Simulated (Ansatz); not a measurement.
BeS (rock salt), relaxed and computed with several functionals in Ansatz (plane waves, PAW).

```csv
functional,a (Å),gap (eV),B₀ by P(V) fit (GPa)
HSE06,4.608,1.74,115
PBEsol,4.590,0.94,114
PBE,4.629,0.97,108
r²SCAN,4.634,1.33,111
```

Constructed cells (a structure type filled with these elements, in neither database checked): BeS, rock salt. Unstable at this level: BeS, rock salt with PBEsol; BeS, rock salt with PBE; BeS, rock salt with r²SCAN. All cells were relaxed under the symmetry of their starts (and spin orders); stability against distortions was not tested throughout.

Potentials: the later of the program's two PAW sets.

Ansatz (a quantum-chemistry and plane-wave program) is a plane-wave DFT program.
